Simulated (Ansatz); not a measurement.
Si2MoN4:
```xyz
14
Lattice="2.8921 0.0000 0.0000 -1.4460 2.5046 0.0000 0.0000 0.0000 20.6660" Properties=species:S:1:pos:R:3 pbc="T T T"
Mo     0.0000     1.6697     5.1665
Mo     1.4460     0.8349    15.4995
N      1.4460     0.8349     6.4097
N      0.0000     1.6697    16.7427
N      0.0000     1.6697    14.2564
N      1.4460     0.8349     3.9234
Si     1.4460     0.8349     8.1487
Si     0.0000     1.6697    18.4818
Si     0.0000     1.6697    12.5173
Si     1.4460     0.8349     2.1843
N      0.0000     0.0000     8.6580
N      0.0000     0.0000    18.9910
N      0.0000     0.0000    12.0081
N      0.0000     0.0000     1.6750
```

Relaxed with PBE+D3(BJ). Special points in fractions of this cell's reciprocal vectors: Γ (0.000, 0.000, 0.000); M (0.500, 0.000, 0.000); K (0.333, 0.333, 0.000); A (0.000, 0.000, 0.500); L (0.500, 0.000, 0.500); H (0.333, 0.333, 0.500).

Task: List the band energies nearest the valence-band maximum at these points for DFT-PBE+D3(BJ) in the program Ansatz with PAW potentials.

Result: In eV from the valence-band maximum; about four levels below and three above (degenerate sets whole), none deeper than 8.9 eV; points with the same levels are listed once.

| k | below | above |
|---|---|---|
| Γ | -2.63 -2.63 -2.63 -2.63 -2.09 -0.13 0.00 | 2.75 2.75 2.75 2.75 |
| M | -2.04 -2.03 -1.79 -1.12 -1.05 | 2.30 2.39 2.80 |
| K | -2.45 -2.12 -0.41 -0.36 | 1.72 1.72 4.03 4.03 |
| A | -2.34 -2.34 -0.06 -0.06 | 2.75 2.75 2.75 2.75 |
| L | -1.95 -1.95 -1.08 -1.08 | 2.34 2.34 2.82 2.82 |
| H | -2.21 -2.21 -0.39 -0.39 | 1.72 1.72 4.03 4.03 |

Space group P6_3/mmc. The start of the workflow was typed in or built on a structure type; neither database checked (COD, Materials Project) lists it. Whether it is the stable phase at ambient conditions was not checked. The PBE+D3(BJ) relaxation kept the symmetry of its start; whether a distortion lowers the energy is not shown. The workflow began spin-polarised and lost its moments. Spin–orbit coupling is left out wherever it is not named.

Potentials: the later of the program's two PAW sets.
